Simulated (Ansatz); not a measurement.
Starting cell, SnSe$_{2}$ (CdI2 type):

```
CELL_PARAMETERS angstrom
      7.68056     0.00000     0.00000
     -1.92014     3.32578     0.00000
      0.00000     0.00000     6.00569
ATOMIC_POSITIONS crystal
  Sn 0.00000 0.00000 0.00000
  Sn 0.50000 0.00000 0.00000
  Se 0.16667 0.66667 0.26533
  Se 0.66667 0.66667 0.26533
  Se 0.33333 0.33333 0.73467
  Se 0.83333 0.33333 0.73467
```

In each cell atom 1 (Sn, nearest neighbour Se at 2.730 Å; its periodic images, 3.8 Å or more away, move with it) moves by s·(-0.703, 0.406, -0.584) (towards the nearest neighbour), the rest being held.

The numbers are results of PBE-D3(BJ) (plane waves to 420 eV, PAW, scalar-relativistic; Ansatz, a program for electronic structure), not measurements. k mesh 4×8×5 (Γ-centred), Fermi-Dirac smearing 0.05 eV. Left out: 2 of 11 points, with atoms too close for the PAW data. As the smearing reaches across the gap at some points, energies and forces of such displacements shift with the k mesh and the smearing. F∥ is the force on the atom along that direction. SnSe2 was relaxed with its symmetry unable to fall. 

```csv
s (Å),F∥ (eV/Å)
-0.656,12.790
-0.492,6.915
-0.328,3.552
-0.164,1.481
0.000,0.000
0.164,-1.481
0.328,-3.552
0.492,-6.915
0.656,-12.790
```

Q: What is the force constant k = d²E/ds² of this move at s = 0?

A: 8.43 eV/Å². The forces along the line at the two nearest points give (1.481 − (-1.481)) / (2·0.164) = 9.03 eV/Å²; the next pair corrects for the finite step.

(For displaced atoms, the force is minus the slope of the energy, and its curvature is a force constant, which sets phonon frequencies.)
